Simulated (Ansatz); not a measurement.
Structure relaxation, ZrO2

The start is a relaxed ZrO2 cell shaken by Gaussian noise of σ = 0.08 Å a coordinate. Cell shape, volume and atoms are optimised at zero target pressure with PBE (plane waves to 420 eV, PAW, scalar-relativistic; Ansatz, a program for electronic structure). The first steps use a coarse 4×4×4 k-mesh.

Starting cell:
```
CELL_PARAMETERS angstrom
      5.18987     0.00000     0.00000
      0.00000     5.24188     0.00000
     -0.90466     0.00000     5.30184
ATOMIC_POSITIONS crystal
  Zr 0.26501 0.05249 0.21593
  Zr 0.71225 0.53759 0.31941
  Zr 0.71742 0.98222 0.80069
  Zr 0.28130 0.44762 0.70413
  O  0.03885 0.34117 0.33553
  O  0.93693 0.82545 0.15738
  O  0.93169 0.66849 0.66231
  O  0.06856 0.18638 0.85343
  O  0.46821 0.74774 0.46729
  O  0.56116 0.22934 0.04354
  O  0.53907 0.21873 0.54071
  O  0.45506 0.73035 0.96913
```

Task: How large is the pressure on the unrelaxed cell, and of which sign?

Result: +4.2 GPa (positive: the cell is compressed).

Task: What is the largest force in the starting geometry, and on which atom (counted from 1)?

Result: 4.60 eV/Å, on Zr3 (atoms numbered as listed).

Task: Does it find its way back to the structure it was made from?

Result: It returns to the parent structure, P2₁/c (No. 14).

Task: Is the relaxed structure metallic? Give its gap.

Result: 3.65 eV, indirect (valence top at Γ, conduction bottom at Y2) (no spin-orbit coupling).

Relaxed structure:

Space group P2₁/c (No. 14); a = 5.190 Å, b = 5.242 Å, c = 5.379 Å, α = γ = 90.00°, β = 99.68°

| atom | site | symmetry | x | y | z |
|---|---|---|---|---|---|
| Zr | 4e | 1 | 0.2242 | 0.0438 | 0.2900 |
| O | 4e | 1 | 0.4351 | 0.3263 | 0.1499 |
| O | 4e | 1 | 0.0490 | 0.7567 | 0.0245 |

Final values are on a 5×5×5 k-mesh of the relaxed cell. No spin polarisation in the result.
